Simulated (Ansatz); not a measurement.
Au:
```xyz
2
Lattice="1.4469 -2.5069 0.0000 1.4469 2.5069 0.0000 0.0000 0.0000 4.7932" Properties=species:S:1:pos:R:3 pbc="T T T"
Au     1.4469    -0.8355     3.5949
Au     1.4469     0.8355     1.1983
```

Relaxed with r²SCAN+D4.

Q: Which orbitals make up the states near the Fermi level in plane-wave PAW r²SCAN+D4 (Ansatz code)?

A: Within 0.5 eV of the Fermi level: Au 6s 46 %, Au 5d 31 %, outside the projected shells 23 %. Projections are on Löwdin-orthogonalised atomic valence shells; empty p or d shells of many metals are not among them.

Q: Tabulate the density of states.

A: States/eV per cell of 2 atoms, in 0.25 eV bins, energy from the Fermi level.

```
E (eV)  total  Au 5d  Au 6s  Au 5p
------  -----  -----  -----  -----
-7.85    0.37   0.05   0.31   0.00
-7.60    0.50   0.12   0.38   0.00
-7.35    1.09   0.53   0.55   0.01
-7.10    2.27   1.52   0.74   0.01
-6.85    2.84   2.21   0.61   0.01
-6.60    3.22   2.68   0.52   0.01
-6.35    3.15   2.85   0.29   0.01
-6.10    3.16   2.96   0.19   0.01
-5.85    4.03   3.80   0.20   0.01
-5.60    3.40   3.26   0.11   0.01
-5.35    4.07   3.88   0.14   0.01
-5.10    3.22   3.08   0.11   0.00
-4.85    5.37   5.14   0.18   0.01
-4.60    4.71   4.49   0.16   0.01
-4.35    4.92   4.68   0.18   0.01
-4.10    4.91   4.65   0.18   0.01
-3.85    3.60   3.40   0.13   0.00
-3.60    3.33   3.14   0.12   0.00
-3.35    3.11   2.96   0.10   0.00
-3.10    3.03   2.91   0.07   0.00
-2.85    3.29   3.18   0.08   0.00
-2.60    4.37   4.25   0.09   0.00
-2.35    5.91   5.78   0.11   0.00
-2.10    4.54   4.40   0.12   0.00
-1.85    0.60   0.43   0.15   0.00
-1.60    0.53   0.34   0.17   0.00
-1.35    0.53   0.31   0.19   0.00
-1.10    0.52   0.26   0.21   0.00
-0.85    0.53   0.24   0.22   0.00
-0.60    0.53   0.22   0.24   0.00
-0.35    0.53   0.19   0.24   0.00
-0.10    0.57   0.18   0.26   0.00
0.15     0.57   0.16   0.26   0.00
0.40     0.56   0.14   0.26   0.00
0.65     0.51   0.12   0.24   0.00
0.90     0.51   0.11   0.24   0.00
1.15     0.49   0.09   0.23   0.00
1.40     0.50   0.09   0.23   0.00
1.65     0.57   0.09   0.28   0.00
1.90     0.56   0.08   0.28   0.00
2.15     0.53   0.07   0.26   0.00
2.40     0.51   0.06   0.25   0.00
2.65     0.49   0.05   0.25   0.00
2.90     0.51   0.05   0.28   0.00
3.15     0.51   0.05   0.28   0.00
3.40     0.46   0.04   0.25   0.00
3.65     0.41   0.03   0.23   0.00
3.90     0.42   0.03   0.25   0.00
4.15     0.72   0.06   0.50   0.00
4.40     0.68   0.05   0.38   0.00
4.65     0.67   0.04   0.29   0.00
```

Space group P6_3/mmc (hcp (Mg type)). The workflow started from a Materials Project entry (that database holds measured and hypothetical structures alike); the Crystallography Open Database files this formula in space group No. 194, but the cells were not matched. It is not the phase usual at ambient conditions (space group No. 225). Symmetry was held in the r²SCAN+D4 relaxation; its stability against distortions is not shown here. The pairwise dispersion correction was not fitted to metals. Scalar-relativistic: spin–orbit coupling is off unless named, which matters more the heavier the elements.

Potentials: the later of the program's two PAW sets.
